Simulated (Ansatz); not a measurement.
MoIr3 (Cu3Au type, Pm-3m) at seven volumes, plane-wave PAW PBE (Ansatz code), scaled uniformly. One row is withheld.

```
V (Å³/atom)  P (GPa)
-----------  -------
13.353         39.61
13.794         24.03
14.234         10.96
14.674          0.00
15.114         -9.19
15.554             ?
15.995        -23.28
```

### Question
Fit the shown pressures and predict the withheld one.

### Answer
Third-order Birch–Murnaghan: P = (3/2)B₀(x^(7/2) − x^(5/2))[1 + (3/4)(B′ − 4)(x − 1)] with x = (V₀/V)^(2/3). Least squares on the six rows gives V₀ = 14.674 Å³/atom, B₀ = 333.4 GPa, B′ = 4.88. At V = 15.554, x = 0.9619 and P = -16.85 GPa. The run itself gave -16.87 GPa.

A made-up cell: these elements were put on the sites of a structure type; neither database checked (COD, Materials Project) lists it. COD files the formula under space group No. 194. Its standing as an ambient phase is unchecked. The PBE relaxation kept the symmetry of its start; whether a distortion lowers the energy is not shown. No spin polarisation was allowed. Spin–orbit coupling is left out wherever it is not named.

Potentials: the earlier of the program's two PAW sets.
